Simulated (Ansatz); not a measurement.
ZnAu (CsCl type)

```
ZnAu
1.0
    6.19172     0.00000     0.00000
    0.00000     3.09586     0.00000
    0.00000     0.00000     3.09586
Zn Au
2 2
Direct
  0.25000   0.50000   0.50000
  0.75000   0.50000   0.50000
  0.00000   0.00000   0.00000
  0.50000   0.00000   0.00000
```

A phonon eigenvector at X = (0.5, 0.0, 0.0) is frozen into this cell: atom i moves by Q times the vector below, so Q is the largest atomic displacement, in Å. The cell is held. It is one choice among 2 degenerate patterns. (q is in reciprocal vectors of the primitive cell; the cell shown is doubled to hold the pattern.)

| atom | x | y | z |
|---|---|---|---|
| Au3 | 0.000 | 0.000 | -1.000 |
| Au4 | 0.000 | 0.000 | 1.000 |

Atoms not listed stay in place.

Method: LDA (plane waves to 420 eV, PAW, scalar-relativistic; Ansatz, an electronic-structure program). k mesh 8×15×15 (Γ-centred), Fermi-Dirac smearing 0.05 eV. Energies are smeared free energies. With partly filled bands, energies and forces of such displacements shift with the k mesh and the smearing. Spin-orbit coupling is left out, though Au is heavy. ZnAu was relaxed with its symmetry unable to fall. ΔE is measured from the undisplaced structure. The last digit holds for this mesh only.

```tsv
Q (Å)	ΔE (meV/cell)
-0.1000	25.86
-0.0833	17.86
-0.0667	11.38
-0.0500	6.38
-0.0333	withheld
-0.0167	0.71
0.0000	0.00
0.0167	0.71
0.0333	withheld
0.0500	6.38
0.0667	11.38
0.0833	17.86
0.1000	25.86
```

**Question.** Fit an even polynomial form (powers 2, 4) to the given rows and predict ΔE at Q = -0.0333.

**Answer.** Least squares on the 11 given rows: ΔE = (2540)·Q² + (4650)·Q⁴, in meV/cell with Q in Å; root-mean-square residual 0.007 meV/cell. At -0.0333 the fit gives 2.82 meV/cell; the calculation gives 2.83 meV/cell, so the interpolation is off by -0.01 (-0.4 %). The quadratic term alone would give 2.82 meV/cell.

(For displaced atoms, the force is minus the slope of the energy, and its curvature is a force constant, which sets phonon frequencies.)
